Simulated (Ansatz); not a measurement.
HfO2 (fluorite, Fm-3m) under volume change, HSE06 in the plane-wave PAW code Ansatz, scaled uniformly.

```
V (Å³/atom)  E − E(relaxed) (meV/atom)  P (GPa)
-----------  -------------------------  -------
9.802                             86.6    31.06
10.125                             [?]      [?]
10.448                             [?]      [?]
10.771                             0.0     0.00
11.094                             7.8    -7.53
11.418                            29.6   -13.98
11.741                            63.5   -19.52
```

Q: Complete the blanks.

A: 
- 10.125, E − E(relaxed) (meV/atom): 36.5
- 10.125, P (GPa): 19.05
- 10.448, E − E(relaxed) (meV/atom): 8.6
- 10.448, P (GPa): 8.78

Q: What does a third-order Birch–Murnaghan fit give for V₀, B₀ and B′?

A: V₀ = 10.77 Å³/atom, B₀ = 271 GPa, B′ = 4.1.

This is a known high-temperature phase of the composition, computed here at zero pressure and temperature. The cell was relaxed with HSE06 under the symmetry of its start; whether a distortion lowers the energy is not shown. The run is not spin-polarised. Spin–orbit coupling is left out wherever it is not named.

Potentials: the later of the program's two PAW sets.
